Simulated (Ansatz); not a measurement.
**KCl: levels and charges under dearer methods**

A database entry relaxed whole under r2SCAN at zero pressure (Fm-3m, No. 225):

```yaml
crystal:
  lattice:
    - [0.00000, 3.14647, 3.14647]
    - [3.14647, 0.00000, 3.14647]
    - [3.14647, 3.14647, 0.00000]
  atoms:
    - { symbol: K, position: [0.00000, 0.00000, 0.00000] }
    - { symbol: Cl, position: [0.50000, 0.50000, 0.50000] }
```

Its volume is 31.15 Å³ an atom, +0.0 % against the entry's 31.15, which is old or was flagged in a check.

Single points on this cell with plane-wave PAW DFT (Ansatz 0.2.0; r2SCAN 500 eV, hybrids 420 eV; fermi-dirac occupations of width 0.020 eV; no moments): r2SCAN on a 8×8×8 Γ-centred mesh; HSE06 on a 8×8×8 Γ-centred mesh; PBE0 on a 8×8×8 Γ-centred mesh.

Problem. How do gap, pressure and charges move from level to level?

Solution. The runs give:

```tsv
level	gap (eV), or kind	pressure (GPa)	Bader charge of K (e)	Bader charge of Cl (e)
r2SCAN	5.83	0.0	+0.85	-0.85
HSE06	6.50	0.5	+0.85	-0.85
PBE0	7.24	0.4	+0.86	-0.86
```

Under r2SCAN the gap is 5.83 eV, over mesh and band path. HSE06 moves it by +0.67 eV and PBE0 by +1.41 eV; PBE0 keeps its exact exchange at long range, which widens the gap over HSE06's by 0.74 eV on their common mesh.

Caveats: the relaxation kept the start's symmetry; HSE06 is read on its mesh and at the zone's corners, PBE0 on its mesh alone; hybrid pressures are good to a few tenths of a GPa; pressure is positive in compression.
